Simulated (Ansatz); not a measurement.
One element of this relaxed crystal is hidden as X:

```
cell (Å)
  2.875 0.000 0.000
  0.000 2.875 0.000
  0.000 0.000 8.039
  X 0.0000 0.5000 0.8832
  X 0.5000 0.0000 0.1168
  Ag 0.0000 0.5000 0.3730
  Ag 0.5000 0.0000 0.6270
```

All-electron LAPW in Ansatz 0.2.0 under PBEsol, scalar-relativistic and without spin polarisation, finds it within 0.02 GPa of zero pressure, with a formation energy of -0.09 eV/atom from the elements, no gap. The structure needn't be the ground state.

Which element is X?

Ti, which makes the crystal TiAg. Other candidates weren't computed, and some may come near.
